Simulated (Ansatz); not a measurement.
SrMg, DFT, LDA, PAW with Ansatz's default frozen-core files, scalar-relativistic (Ansatz 0.2.0), run on 1 thread of Arm Neoverse V1 on a shared host.

The cell is COD entry 9008822, as deposited and not checked against the literature; nothing was relaxed. The listed cell was then made from it by scaling, straining or moving an atom.

Command: `ansatz run input.yaml --threads 1 --pin off --max-ram 3072MiB --backend cpu --events-out ev --progress --plain --runs-dir out`

```yaml
crystal:
  lattice:
    - [3.9764900074, 0.0, 0.0]
    - [0.0, 3.9764900074, 0.0]
    - [0.0, 0.0, 3.9764900074]
  atoms:
    - { symbol: Sr, position: [0.5, 0.5, 0.5] }
    - { symbol: Mg, position: [0.0, 0.0, 0.0] }
kpoints:
  mp_grid: { grid: [9, 9, 9] }
scf:
  occupations: { method: fermi_dirac, width: 0.05 }
hamiltonian:
  xc: lda
  pseudopotentials: { kind: paw }
output:
  forces: true
  stress: true
  eigenvalues: true
  efg: { contact_densities: true }
  write_density: true
  write_potential: true
  elf: true
  volumetric_format: npy
```

(1) How large is the problem that the program sets up?

(2) Estimate the wall time and the peak memory.

(3) And the same cell and mesh by crystal-made all-electron datasets, asked for forces, stress, eigenvalues, efg, on the same hardware?

Answers

(1) 35 irreducible k-points, 1237 plane waves at Γ, 14 bands.

(2) 4.7 s of wall time for 6 SCF iterations, with a peak of 0.33 GiB. Times on shared machines scatter by tens of per cent.

(3) 3.4 s, peak memory 0.35 GiB.
